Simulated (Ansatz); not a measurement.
A single-point calculation of In₄SbAs₃, ordered on the wurtzite lattice (Pm) with 8 atoms a cell with the plane-wave code Ansatz, at the level r2SCAN. The geometry is the r2SCAN minimum.

Input (YAML):
```yaml
crystal:
  lattice:
    - [7.2196375578, 0.0, 0.0004729953]
    - [0.0, 4.3889437904, 0.0]
    - [0.0005021459, 0.0, 7.606723761]
  atoms:
    - { symbol: As, position: [-0.0022049014, 0.0, 0.3278355857] }
    - { symbol: As, position: [0.0012755715, 0.5, 0.8377005608] }
    - { symbol: As, position: [0.4991567378, 0.5, 0.1692763469] }
    - { symbol: Sb, position: [0.5037628428, 0.0, 0.6648948696] }
    - { symbol: In, position: [0.3666503772, 0.0, 0.3205289346] }
    - { symbol: In, position: [0.3675037888, 0.5, 0.8479337478] }
    - { symbol: In, position: [0.8696393451, 0.5, 0.1663278499] }
    - { symbol: In, position: [0.8942162381, 0.0, 0.6655021047] }
kpoints:
  mp_grid: { grid: [4, 6, 4] }
  band_path:
    path:
      - [0.0, 0.0, 0.0]
      - [0.0, -0.5, 0.0]
      - [0.0, -0.5, -0.5]
      - [0.0, 0.0, -0.5]
      - [-0.5, 0.0, -0.5]
      - [-0.5, -0.5, -0.5]
      - [-0.5, -0.5, 0.0]
      - [-0.5, 0.0, 0.0]
      - [-0.05, 0.0, -0.05]
    npoints: 1
hamiltonian:
  xc: r2scan
scf:
  occupations: { method: fermi_dirac, width: 0.02 }
  n_extra_bands: 6
output:
  forces: true
  stress: true
  eigenvalues: true
```

Run as `ansatz run input.yaml --threads 4 --pin off --max-ram 6451MiB --backend cpu --events-out ev --progress --plain --runs-dir out`. It took 48 s on 4 threads of Arm Neoverse V1, on a shared host, load about 0.4 per core; peak host memory 1.4 GiB.

Output, abridged:
```
scf.n_extra_bands = 6 over 56 filled bands (N_el = 112.0): the run solves 62 bands
Pseudopotential: As, paw, valence charge 15, recommended cutoff 500 eV (meta_gga)
Pseudopotential: Sb, paw, valence charge 15, recommended cutoff 500 eV (meta_gga)
Pseudopotential: In, paw, valence charge 13, recommended cutoff 500 eV (meta_gga)
Functional definition: r2SCAN
Crystal: 8 atoms, lattice volume = 241.031 Å³
Basis set: ecut = 500 eV, 6093 PW (Γ)
Symmetry: 2 space group operations
Space group: Pm (ITA 6)
k-points: 40 of 96 (time reversal used)
SCF 1 converged in 7 iterations: F = -43542.760353 eV  dr2 = 9.47e-8
Free energy (F): -43542.760353 eV
Internal energy: -43542.760169 eV  (E = F + TS)
E sigma→0 (E₀):  -43542.760261 eV
Entropy (-TS):   -0.000184 eV (-0.023 meV/atom)
Fermi energy:    7.261103 eV
--- Forces (eV/Å), atoms counted from 1 ---
  atom   1  As      0.00022      0.00000      0.00005
  atom   2  As    -0.00017      0.00000      0.00019
  atom   3  As      0.00006      0.00000      0.00025
  atom   4  Sb      0.00012      0.00000    -0.00051
  atom   5  In      0.00005      0.00000      0.00016
  atom   6  In    -0.00022      0.00000     0.00000
  atom   7  In    -0.00006      0.00000    -0.00002
  atom   8  In      0.00006      0.00000    -0.00012
--- Stress (GPa, compression-positive) ---
       -0.002771       0.000000      -0.000198
        0.000000      -0.001322       0.000000
       -0.000198       0.000000      -0.004692
  P = ⅓ Tr σ = -0.0029 GPa (-0.029 kbar)
--- Band table (eV; the first three rows and the last of 40) ---
  k-point 0: bands = […, 5.9038, 6.0512, 6.2487, 6.9866, 7.0632, 7.1817, 7.3217, 8.0994, 8.8744, 9.5567, …]
  k-point 1: bands = […, 5.5870, 5.6699, 5.7674, 6.2524, 6.8382, 7.1667, 8.2966, 8.8538, 8.9702, 9.6829, …]
  k-point 2: bands = […, 5.1804, 5.4517, 6.1780, 6.3640, 6.4439, 6.9656, 8.9069, 8.9821, 9.1023, 9.7707, …]
  k-point 39: bands = […, 5.1915, 5.2083, 5.2553, 5.4770, 5.6188, 5.7160, 8.5875, 8.5921, 8.6477, 8.8895, …]
```

The rows of the band table are 0: (0, 0, 0) = Γ, 1: (0, 0, 1/4), 2: (0, 0, -1/2) = B, 39: (-1/2, -1/2, -1/2) = E.

bands.tsv, columns around the gap (it counts bands from 0):
```tsv
# k_distance	band_51	band_52	band_53	band_54	band_55	band_56	band_57	band_58	band_59
# fermi_ev = 7.261103
# [0, 0, 0] at k_distance = 0.000000
# [0, -0.5, 0] at k_distance = 0.715797
# [0, -0.5, -0.5] at k_distance = 1.128799
# [0, 0, -0.5] at k_distance = 1.844596
# [-0.5, 0, -0.5] at k_distance = 2.279741
# [-0.5, -0.5, -0.5] at k_distance = 2.995538
# [-0.5, -0.5, 0] at k_distance = 3.408541
# [-0.5, 0, 0] at k_distance = 4.124337
# [-0.05, 0, -0.05] at k_distance = 4.518146
# levels_relative_to = fermi_ev
0.000	-1.210	-1.012	-0.275	-0.198	-0.079	0.061	0.838	1.613	2.296
0.716	-3.204	-2.010	-1.989	-1.982	-1.752	2.871	2.945	3.186	3.357
1.129	-2.426	-2.098	-1.969	-1.185	-1.022	1.506	1.640	2.054	2.283
1.845	-1.809	-1.083	-0.897	-0.817	-0.295	1.646	1.721	1.841	2.510
2.280	-1.838	-1.595	-1.552	-1.537	-0.741	1.887	1.949	2.064	2.525
2.996	-2.053	-2.006	-1.784	-1.642	-1.545	1.326	1.331	1.387	1.628
3.409	-2.689	-1.938	-1.843	-1.789	-1.394	2.088	2.238	2.245	2.514
4.124	-1.820	-0.929	-0.917	-0.461	-0.311	0.994	1.253	1.351	1.947
4.518	-1.276	-1.019	-0.636	-0.173	0.046	0.206	0.920	1.610	2.263
```
In order the rows are Γ, Z, D, B, A, E, C₂, Y₂, Γ–A (0.10).

r2SCAN gives an indirect gap of 0.01 eV, from Γ–A (0.10 of the way from Γ) to Γ; the least direct gap is 0.14 eV at Γ. (This is within a few times the smearing of 0.02 eV, so the filling near the edges can be smeared.) The gap is the least over the mesh and the extra points. The mean stress is close to zero (0.00 GPa).

Spin-unpolarised throughout. Whether this structure exists isn't addressed.

Spin-orbit coupling is left out, which matters wherever the heavy atoms make up the band edges.
